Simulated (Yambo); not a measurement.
Yambo run on Cs2ICl6F (space group Fm-3m, No. 225). The wavefunctions are norm-conserving PBEsol (Quantum ESPRESSO, 84 Ry, scalar-relativistic) ones on a 2×2×2 mesh (37 occupied bands); a = 7.546 Å, b = 7.546 Å, c = 7.546 Å, α = 60.00°, β = 60.00°, γ = 60.00°.

Yambo input:

```
rim_cut
gw0
dyson
el_el_corr
HF_and_locXC
ppa
em1d
RandQpts= 1000000
RandGvec= 1 Ry
EXXRLvcs= 84 Ry
VXCRLvcs= 336 Ry
Chimod= "HARTREE"
% BndsRnXp
 1 | 311 |
%
NGsBlkXp= 6 Ry
% LongDrXp
 1.0 | 1.0 | 1.0 |
%
PPAPntXp= 40 eV
% GbndRnge
 1 | 311 |
%
GTermKind= "BG"
DysSolver= "n"
ExtendOut
% QPkrange
 2 | 2 | 37 | 38 |
%
```

k points by index: 2 = L.

Resulting energies as the program prints them:

```
#    K-point    Band    Eo [eV]    E [eV]    E-Eo [eV]    Vxc [eV]    Vnlxc [eV]    Sc|Eo [eV]    Sc|E [eV]    dSc/dw|Eo [eV]    Re(Z)    Im(Z)
#
    2    37    0.000000    -0.228778    -0.228778    -19.60470    -24.47800    4.552051    4.644515    -10.98716    0.712360    -0.002287
    2    38    1.109316    1.518568    0.409251    -12.97517    -9.895533    -2.559436    -2.670387    -7.375670    0.786748    -0.001542
```
(The two width columns are left out.) Convergence of these settings isn't established.

Spin-orbit coupling is not included.

Geometry of the Materials Project entry, not relaxed at this level.

The structure is a Materials Project entry; no match was found in the copy of COD used, and its stability was not checked.
